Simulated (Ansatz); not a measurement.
GaSb:
```xyz
6
Lattice="4.3667 0.0000 0.0000 -2.1834 3.7817 0.0000 0.0000 0.0000 9.4951" Properties=species:S:1:pos:R:3 pbc="T T T"
Ga     2.1829     0.0000     6.3301
Ga    -1.0915     1.8905     3.1650
Ga     1.0919     1.8912     0.0000
Sb     2.1831     0.0000     1.5825
Sb    -1.0916     1.8906     7.9126
Sb     1.0918     1.8911     4.7476
```

Relaxed with r²SCAN. Special points in fractions of this cell's reciprocal vectors: Γ (0.000, 0.000, 0.000); M (0.500, 0.000, 0.000); K (0.333, 0.333, 0.000); A (0.000, 0.000, 0.500); L (0.500, 0.000, 0.500); H (0.333, 0.333, 0.500).

### Question
List the band energies nearest the Fermi level at these points for r²SCAN in the plane-wave PAW code Ansatz.

### Answer
In eV from the Fermi level; about four levels below and three above (degenerate sets whole), none deeper than 8.9 eV; points with the same levels are listed once.

| k | below | above |
|---|---|---|
| Γ | -0.68 -0.68 -0.52 -0.49 | 0.27 1.45 1.45 |
| M | -2.53 -1.88 -1.64 -1.58 | 0.22 0.65 1.34 |
| K | -2.19 -1.63 -1.63 -0.26 | 2.07 2.07 4.57 4.57 |
| A | -0.63 -0.61 -0.61 -0.24 | 1.48 1.48 1.54 |
| L | -2.50 -2.36 -2.00 -1.75 | 1.31 1.35 2.54 |
| H | -3.68 -3.68 -2.00 -1.37 | 2.21 2.21 2.34 |

Space group P6_222. The start of the workflow was typed in or built on a structure type; neither database checked (COD, Materials Project) lists it. It is not the phase usual at ambient conditions (space group No. 216). The r²SCAN relaxation kept the symmetry of its start; whether a distortion lowers the energy is not shown. A small band overlap can be real or an error of a semilocal functional. Point labels and valley counts follow the cell and symmetry of the run, lower than the named group. The Fermi level of a semimetal is unsure by some 0.05 eV on such meshes. Scalar-relativistic: spin–orbit coupling is off unless named, which matters more the heavier the elements.

Potentials: the later of the program's two PAW sets.
